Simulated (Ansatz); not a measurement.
Bi:
```
Bi
1.0
    6.37959     0.00000     0.00000
    0.00000     3.22217     0.00000
    0.00000     0.00000     3.23130
Bi
2
Cartesian
  4.78469   0.00000   1.86603
  1.59490   0.00000   1.36527
```

Relaxed with PBEsol. Special points in fractions of this cell's reciprocal vectors: Γ (0.000, 0.000, 0.000); X (0.500, 0.000, 0.000); S (0.500, 0.500, 0.000); Y (0.000, 0.500, 0.000); Z (0.000, 0.000, 0.500); U (0.500, 0.000, 0.500); R (0.500, 0.500, 0.500); T (0.000, 0.500, 0.500).

### Question
List the band energies nearest the Fermi level at these points for DFT-PBEsol in the program Ansatz with PAW potentials.

### Answer
In eV from the Fermi level; about four levels below and three above (degenerate sets whole), none deeper than 8.9 eV; points with the same levels are listed once.

| k | below | above |
|---|---|---|
| Γ | -5.14 | 3.19 3.36 3.40 |
| X | -1.81 -1.81 | 3.93 3.93 4.04 4.04 |
| S | -4.35 -4.35 | 0.23 0.23 5.43 5.43 |
| Y | -5.16 -3.21 -3.17 | 2.63 5.33 5.39 |
| Z | -5.03 -3.27 -3.07 | 1.84 5.22 6.17 |
| U | -4.48 -4.48 | 0.36 0.36 5.36 5.36 |
| R | -2.57 -2.57 -2.46 -2.46 | 2.33 2.33 3.32 3.32 |
| T | -3.11 -1.51 -1.44 -1.24 | 2.74 4.31 5.21 |

Space group Pmma. The workflow started from a Materials Project entry (that database holds measured and hypothetical structures alike); the Crystallography Open Database copy checked does not list it. It is not the phase usual at ambient conditions (space group No. 166). Symmetry was held in the PBEsol relaxation; of distortions, only those at the zone centre were tested. Spin–orbit coupling is left out wherever it is not named.

Potentials: the later of the program's two PAW sets.
